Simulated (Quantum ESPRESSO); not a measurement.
## ZrW2O6FN (one run as intended and one with a planted mistake)

A calculation, not a measurement. The program is pw.x of Quantum ESPRESSO 7.5 (plane-wave density functional theory). The cell is made up: 11 atoms on a rutile lattice with one site empty, with randomly drawn elements, strain and displacements, not relaxed. PseudoDojo standard norm-conserving files (v0.5 for PBE, v0.4.1 for LDA and PBEsol) set the functional; there is no spin polarisation, spin-orbit coupling or dispersion term, and the masses in the input are unused placeholders.

Intended input:

```
&control calculation='scf', pseudo_dir='./dojo.nc.sr.pbe.v0_5.standard.upf', outdir='./o', disk_io='low', tprnfor=.true., tstress=.true. /
&system ibrav=0, nat=11, ntyp=5, nbnd=50, ecutwfc=84.00895049, nosym=.true., tot_charge=0,
 occupations='smearing', smearing='fd', degauss=0.0018374661
/
&electrons conv_thr=7.350e-09, electron_maxstep=60, /
ATOMIC_SPECIES
F 1.0 F.upf
N 1.0 N.upf
O 1.0 O.upf
W 1.0 W.upf
Zr 1.0 Zr.upf
CELL_PARAMETERS angstrom
4.8019 -0.0052 -0.0319
-0.0052 4.7016 0.0573
-0.042 0.0755 6.2287
ATOMIC_POSITIONS angstrom
Zr -0.1114 -0.0297 -0.1177
W 2.3919 2.2708 1.6015
W -0.1054 -0.0215 3.129
O 1.3843 1.4357 0.0085
F 3.2481 3.2419 0.0563
O 3.7515 0.9139 1.5026
N 0.881 3.728 1.6868
O 1.4115 1.5176 3.1521
O 3.1392 3.3048 2.9806
O 3.7909 1.121 4.6619
O 0.8456 3.7004 4.8482
K_POINTS automatic
5 5 4 1 1 1
```

The log is shortened where brackets say so; the opening notice, blank lines, dates and the lines on written files are dropped, and the path of the files is cut. It prints rydbergs, bohrs and kilobars, and counts compression as positive stress. Where no state is partly filled, the Fermi energy that it prints is only some level between the filled and the empty states on the mesh, and need not lie in the true gap.

Log of the intended run:

```
     Program PWSCF v.7.5
     Parallel version (MPI & OpenMP), running on       4 processor cores
     Number of MPI processes:                 4
     Threads/MPI process:                     1
     [start-up lines left out]
     bravais-lattice index     =            0
     lattice parameter (alat)  =       9.0745  a.u.
     unit-cell volume          =     948.7870 (a.u.)^3
     number of atoms/cell      =           11
     number of atomic types    =            5
     number of electrons       =        88.00
     number of Kohn-Sham states=           50
     kinetic-energy cutoff     =      84.0090  Ry
     charge density cutoff     =     336.0358  Ry
     scf convergence threshold =      7.3E-09
     mixing beta               =       0.7000
     number of iterations used =            8  plain     mixing
     Exchange-correlation= PBE
                           (   1   4   3   4   0   0   0)
     [axes and pseudopotential details left out]
   Cartesian axes
     site n.     atom                  positions (alat units)
         1        Zr     tau(   1) = (  -0.0231986  -0.0061849  -0.0245106  )
         2        W      tau(   2) = (   0.4981040   0.4728854   0.3335063  )
         3        W      tau(   3) = (  -0.0219491  -0.0044773   0.6516023  )
         4        O      tau(   4) = (   0.2882752   0.2989790   0.0017701  )
         5        F      tau(   5) = (   0.6764044   0.6751133   0.0117243  )
         6        O      tau(   6) = (   0.7812356   0.1903162   0.3129107  )
         7        N      tau(   7) = (   0.1834649   0.7763418   0.3512697  )
         8        O      tau(   8) = (   0.2939395   0.3160344   0.6564128  )
         9        O      tau(   9) = (   0.6537264   0.6882120   0.6206986  )
        10        O      tau(  10) = (   0.7894405   0.2334440   0.9708229  )
        11        O      tau(  11) = (   0.1760930   0.7705942   1.0096191  )
     number of k points=    50  Fermi-Dirac smearing, width (Ry)=  0.0018
                       cart. coord. in units 2pi/alat
        k(    1) = (   0.1007483   0.1010792   0.0958227), wk =   0.0400000
        k(    2) = (   0.1020264   0.0987312   0.2885970), wk =   0.0400000
     [further k points left out]
     Dense  grid:    98665 G-vectors     FFT dimensions: (  54,  54,  72)
     Estimated max dynamical RAM per process >     289.24 MB
     Estimated total dynamical RAM >       1.06 GB
     Initial potential from superposition of free atoms
     starting charge      87.9966, renormalised to      88.0000
     Starting wfcs are   62 randomized atomic wfcs
     total cpu time spent up to now is        5.2 secs
     per-process dynamical memory:   223.0 Mb
     Self-consistent Calculation
     iteration #  1     ecut=    84.01 Ry     beta= 0.70
     Davidson diagonalization with overlap
     ethr =  1.00E-02,  avg # of iterations =  2.0
     total cpu time spent up to now is       14.8 secs
     total energy              =    -669.75252446 Ry
     estimated scf accuracy    <       6.35220151 Ry
     iteration #  2     ecut=    84.01 Ry     beta= 0.70
     Davidson diagonalization with overlap
     ethr =  7.22E-03,  avg # of iterations =  6.3
     total cpu time spent up to now is       29.1 secs
     total energy              =    -665.13340969 Ry
     estimated scf accuracy    <      65.94594388 Ry
     [iterations 3 to 20 left out]
     iteration # 21     ecut=    84.01 Ry     beta= 0.70
     Davidson diagonalization with overlap
     ethr =  6.94E-11,  avg # of iterations =  2.0
     total cpu time spent up to now is      238.8 secs
     total energy              =    -673.47678618 Ry
     estimated scf accuracy    <          9.9E-09 Ry
     iteration # 22     ecut=    84.01 Ry     beta= 0.70
     Davidson diagonalization with overlap
     ethr =  1.12E-11,  avg # of iterations =  5.0
     total cpu time spent up to now is      250.5 secs
     End of self-consistent calculation
     [lines on levels left out]
     the Fermi energy is     8.6530 ev
!    total energy              =    -673.47678618 Ry
     estimated scf accuracy    <          3.2E-10 Ry
     smearing contrib. (-TS)   =      -0.00000000 Ry
     internal energy E=F+TS    =    -673.47678618 Ry
     The total energy is F=E-TS. E is the sum of the following terms:
     one-electron contribution =    -222.36873933 Ry
     hartree contribution      =     151.78176155 Ry
     xc contribution           =    -152.55253664 Ry
     ewald contribution        =    -450.33727176 Ry
     convergence has been achieved in  22 iterations
     Forces acting on atoms (cartesian axes, Ry/au):
     atom    1 type  5   force =     0.09025095    0.06778319   -0.03331666
     atom    2 type  4   force =    -0.25104670   -0.03020522    0.04429189
     atom    3 type  4   force =     0.09834243   -0.04887893    0.04685219
     atom    4 type  3   force =     0.05927074    0.02881887    0.14982326
     atom    5 type  1   force =    -0.02652087   -0.02621251    0.02342246
     atom    6 type  3   force =    -0.00261735    0.01775879    0.08315018
     atom    7 type  2   force =    -0.01488829    0.02424554    0.11209966
     atom    8 type  3   force =    -0.02987880   -0.07600651   -0.12402938
     atom    9 type  3   force =     0.10143682    0.06342171   -0.03293235
     atom   10 type  3   force =     0.05442310   -0.09387051   -0.11143298
     atom   11 type  3   force =    -0.07877204    0.07314557   -0.15792828
     Total force =     0.491409     Total SCF correction =     0.000036
     Computing stress (Cartesian axis) and pressure
          total   stress  (Ry/bohr**3)                   (kbar)     P=     -106.77
  -0.00054463  -0.00001305  -0.00008018          -80.12       -1.92      -11.80
  -0.00001305  -0.00043239  -0.00039191           -1.92      -63.61      -57.65
  -0.00008018  -0.00039191  -0.00120038          -11.80      -57.65     -176.58
     init_run     :      4.46s CPU      4.66s WALL (       1 calls)
     electrons    :    240.63s CPU    245.32s WALL (       1 calls)
     forces       :      2.15s CPU      2.18s WALL (       1 calls)
     stress       :      6.68s CPU      7.06s WALL (       1 calls)
     [timing details left out]
     PWSCF        :   4m14.51s CPU   4m19.91s WALL
     JOB DONE.
```

A second run has one planted mistake: the plane-wave cutoff is too low. The input lines that differ, file-writing options aside:

```
- &system ibrav=0, nat=11, ntyp=5, nbnd=50, ecutwfc=84.00895049, nosym=.true., tot_charge=0,
+ &system ibrav=0, nat=11, ntyp=5, nbnd=50, ecutwfc=42.04122457, nosym=.true., tot_charge=0,
```

Its log:

```
     Program PWSCF v.7.5
     Parallel version (MPI & OpenMP), running on       4 processor cores
     Number of MPI processes:                 4
     Threads/MPI process:                     1
     [start-up lines left out]
     bravais-lattice index     =            0
     lattice parameter (alat)  =       9.0745  a.u.
     unit-cell volume          =     948.7870 (a.u.)^3
     number of atoms/cell      =           11
     number of atomic types    =            5
     number of electrons       =        88.00
     number of Kohn-Sham states=           50
     kinetic-energy cutoff     =      42.0412  Ry
     charge density cutoff     =     168.1649  Ry
     scf convergence threshold =      7.3E-09
     mixing beta               =       0.7000
     number of iterations used =            8  plain     mixing
     Exchange-correlation= PBE
                           (   1   4   3   4   0   0   0)
     [axes and pseudopotential details left out]
   Cartesian axes
     site n.     atom                  positions (alat units)
         1        Zr     tau(   1) = (  -0.0231986  -0.0061849  -0.0245106  )
         2        W      tau(   2) = (   0.4981040   0.4728854   0.3335063  )
         3        W      tau(   3) = (  -0.0219491  -0.0044773   0.6516023  )
         4        O      tau(   4) = (   0.2882752   0.2989790   0.0017701  )
         5        F      tau(   5) = (   0.6764044   0.6751133   0.0117243  )
         6        O      tau(   6) = (   0.7812356   0.1903162   0.3129107  )
         7        N      tau(   7) = (   0.1834649   0.7763418   0.3512697  )
         8        O      tau(   8) = (   0.2939395   0.3160344   0.6564128  )
         9        O      tau(   9) = (   0.6537264   0.6882120   0.6206986  )
        10        O      tau(  10) = (   0.7894405   0.2334440   0.9708229  )
        11        O      tau(  11) = (   0.1760930   0.7705942   1.0096191  )
     number of k points=    50  Fermi-Dirac smearing, width (Ry)=  0.0018
                       cart. coord. in units 2pi/alat
        k(    1) = (   0.1007483   0.1010792   0.0958227), wk =   0.0400000
        k(    2) = (   0.1020264   0.0987312   0.2885970), wk =   0.0400000
     [further k points left out]
     Dense  grid:    34965 G-vectors     FFT dimensions: (  40,  40,  50)
     Estimated max dynamical RAM per process >     109.43 MB
     Estimated total dynamical RAM >     412.09 MB
     Check: negative core charge=   -0.000360
     Initial potential from superposition of free atoms
     starting charge      87.9966, renormalised to      88.0000
     Starting wfcs are   62 randomized atomic wfcs
     total cpu time spent up to now is        2.0 secs
     per-process dynamical memory:    83.0 Mb
     Self-consistent Calculation
     iteration #  1     ecut=    42.04 Ry     beta= 0.70
     Davidson diagonalization with overlap
     ethr =  1.00E-02,  avg # of iterations =  2.0
     total cpu time spent up to now is        4.9 secs
     total energy              =    -669.31125949 Ry
     estimated scf accuracy    <       5.15285701 Ry
     iteration #  2     ecut=    42.04 Ry     beta= 0.70
     Davidson diagonalization with overlap
     ethr =  5.86E-03,  avg # of iterations =  6.0
     total cpu time spent up to now is        9.4 secs
     total energy              =    -664.72201315 Ry
     estimated scf accuracy    <      60.14615496 Ry
     [iterations 3 to 18 left out]
     iteration # 19     ecut=    42.04 Ry     beta= 0.70
     Davidson diagonalization with overlap
     ethr =  3.50E-11,  avg # of iterations =  2.5
     total cpu time spent up to now is       58.6 secs
     total energy              =    -672.27557898 Ry
     estimated scf accuracy    <       0.00000001 Ry
     iteration # 20     ecut=    42.04 Ry     beta= 0.70
     Davidson diagonalization with overlap
     ethr =  1.17E-11,  avg # of iterations =  3.5
     total cpu time spent up to now is       61.3 secs
     End of self-consistent calculation
     [lines on levels left out]
     the Fermi energy is     8.7266 ev
!    total energy              =    -672.27557898 Ry
     estimated scf accuracy    <          3.7E-09 Ry
     smearing contrib. (-TS)   =      -0.00000000 Ry
     internal energy E=F+TS    =    -672.27557898 Ry
     The total energy is F=E-TS. E is the sum of the following terms:
     one-electron contribution =    -220.09679643 Ry
     hartree contribution      =     150.33627792 Ry
     xc contribution           =    -152.17778870 Ry
     ewald contribution        =    -450.33727177 Ry
     convergence has been achieved in  20 iterations
     Forces acting on atoms (cartesian axes, Ry/au):
     atom    1 type  5   force =     0.09107322    0.06854602   -0.02648500
     atom    2 type  4   force =    -0.25870278   -0.02966979    0.03924975
     atom    3 type  4   force =     0.09916812   -0.04714091    0.05065285
     atom    4 type  3   force =     0.05988692    0.02866929    0.14712264
     atom    5 type  1   force =    -0.02613561   -0.02526889    0.02432995
     atom    6 type  3   force =     0.00268904    0.01531301    0.08209077
     atom    7 type  2   force =    -0.01368494    0.02384565    0.10981526
     atom    8 type  3   force =    -0.02959280   -0.07852879   -0.12229491
     atom    9 type  3   force =     0.10090149    0.06423895   -0.02865628
     atom   10 type  3   force =     0.05223041   -0.08954055   -0.11721959
     atom   11 type  3   force =    -0.07783306    0.06953601   -0.15860542
     Total force =     0.493041     Total SCF correction =     0.000129
     Computing stress (Cartesian axis) and pressure
          total   stress  (Ry/bohr**3)                   (kbar)     P=     -776.64
  -0.00509657   0.00001208  -0.00008686         -749.73        1.78      -12.78
   0.00001208  -0.00497900  -0.00041649            1.78     -732.44      -61.27
  -0.00008686  -0.00041649  -0.00576300          -12.78      -61.27     -847.77
     init_run     :      1.77s CPU      1.87s WALL (       1 calls)
     electrons    :     58.86s CPU     59.31s WALL (       1 calls)
     forces       :      0.57s CPU      0.58s WALL (       1 calls)
     stress       :      1.97s CPU      1.97s WALL (       1 calls)
     [timing details left out]
     PWSCF        :   1m 3.33s CPU   1m 3.92s WALL
     JOB DONE.
```

```
                                            intended run  run with the mistake
                          free energy (eV)     -9163.118             -9146.775
                    smearing term -TS (eV)        0.0000                0.0000
                            pressure (GPa)        -10.68                -77.66
            largest force component (eV/Å)         6.455                 6.652
largest change of a force component (eV/Å)                               0.197
                                iterations            22                    20
```

For scale, a rerun of the intended cell at a cutoff of 1467 eV and k mesh 7 x 7 x 6 moved values by no more than 0.007 eV in energy, 0.02 GPa in stress and 0.003 eV/Å in force.